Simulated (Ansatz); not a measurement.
YAu (CsCl type, Pm-3m) at seven volumes, the program Ansatz at the r²SCAN level (PAW), scaled uniformly. One row is withheld.

| V (Å³/atom) | P (GPa) |
|---|---|
| 20.954 | 11.01 |
| 21.645 | 6.72 |
| 22.336 | 3.08 |
| 23.027 | 0.00 |
| 23.718 | -2.60 |
| 24.408 | -4.80 |
| 25.099 | ? |

**Question.** Fit the shown pressures and predict the withheld one.

**Answer.** P = (3/2)B₀(x^(7/2) − x^(5/2))[1 + (3/4)(B′ − 4)(x − 1)] with x = (V₀/V)^(2/3). Least squares on the six rows gives V₀ = 23.028 Å³/atom, B₀ = 94.1 GPa, B′ = 4.53. At V = 25.099, x = 0.9442 and P = -6.67 GPa. The run itself gave -6.65 GPa.

The workflow started from an entry of the Crystallography Open Database (COD). Whether it is the stable phase at ambient conditions was not checked. The cell was relaxed with r²SCAN under the symmetry of its start; its stability against distortions is not shown here. No spin polarisation was allowed. Spin–orbit coupling is left out wherever it is not named.

Potentials: the later of the program's two PAW sets.
